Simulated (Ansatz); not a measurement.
Each is relaxed and computed with plane-wave PAW PBEsol (Ansatz code). Which is the only one with a gap?
A) FeGe, P2_13 (Ge on 4a, Fe on 4a)
B) AlCuGeSe4, I-4 (Al on 2c, Cu on 2a, Ge on 2b, Se on 8g)
C) AlV2C, P6_3/mmc (Al on 2c, V on 4f, C on 2a)
D) SrGeAu3, P4/nmm (Au on 4e, Au on 2c, Ge on 2c, Sr on 2a)

B, AlCuGeSe4, I-4 (Al on 2c, Cu on 2a, Ge on 2b, Se on 8g). AlCuGeSe4: gap 0.95 eV; FeGe: metal; SrGeAu3: metal; AlV2C: metal. Spin orders computed, not proven ground states: FeGe, P2_13 (Ge on 4a, Fe on 4a) ferromagnetic. Standing as an ambient phase not checked: AlCuGeSe4, I-4 (Al on 2c, Cu on 2a, Ge on 2b, Se on 8g); SrGeAu3, P4/nmm (Au on 4e, Au on 2c, Ge on 2c, Sr on 2a). All cells were relaxed under the symmetry of their starts (and spin orders); stability against distortions was not tested throughout. Rows with no word on spin ran without spin polarisation. Scalar-relativistic: spin–orbit coupling is off unless named, which matters more the heavier the elements.

Potentials: the later of the program's two PAW sets.
